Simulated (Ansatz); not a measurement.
The start is a generated cell, CoSn built in the CoSn structure type. A full variable-cell relaxation at zero pressure is run with PBEsol (plane waves to 420 eV, PAW, scalar-relativistic; Ansatz, an electronic-structure program). The first steps use a coarse 7×7×8 k-mesh.

Input geometry:
```
CoSn
1.0
    5.27900     0.00000     0.00000
   -2.63950     4.57175     0.00000
    0.00000     0.00000     4.25970
Co Sn
3 3
Direct
  0.50000   0.00000   0.00000
  0.50000   0.50000   0.00000
  0.00000   0.50000   0.00000
  0.00000   0.00000   0.00000
  0.33333   0.66667   0.50000
  0.66667   0.33333   0.50000
```
Spin-polarised start, with parallel moments on Co.

- Initial pressure: -5.8 GPa (negative: the cell is under tension)
- Volume change: -4.3 %, from 17.13 to 16.40 Å³/atom
- Band gap at the end: zero (metallic)
- Optimiser moves: 4

Final structure:

```cif
data_Co3Sn3
_chemical_formula_sum 'Co3 Sn3'
_space_group_name_H-M_alt 'P6/mmm'
_space_group_IT_number 191
_space_group_name_Hall '-P 6 2'
_cell_length_a 5.21781
_cell_length_b 5.21781
_cell_length_c 4.17247
_cell_angle_alpha 90.000
_cell_angle_beta 90.000
_cell_angle_gamma 120.000
loop_
_atom_site_label
_atom_site_type_symbol
_atom_site_symmetry_multiplicity
_atom_site_Wyckoff_symbol
_atom_site_fract_x
_atom_site_fract_y
_atom_site_fract_z
_atom_site_occupancy
Co1 Co 3 f 0.00000 0.50000 0.00000 1
Sn1 Sn 1 a 0.00000 0.00000 0.00000 1
Sn2 Sn 2 d 0.33333 0.66667 0.50000 1
```

Final values are on a 10×10×11 k-mesh of the relaxed cell. No spin polarisation in the result: the starting moments vanished. A magnetic state may lie lower.

The run could not lose the symmetry of its start.

All atoms sit on sites fixed by symmetry, so only the cell could relax.
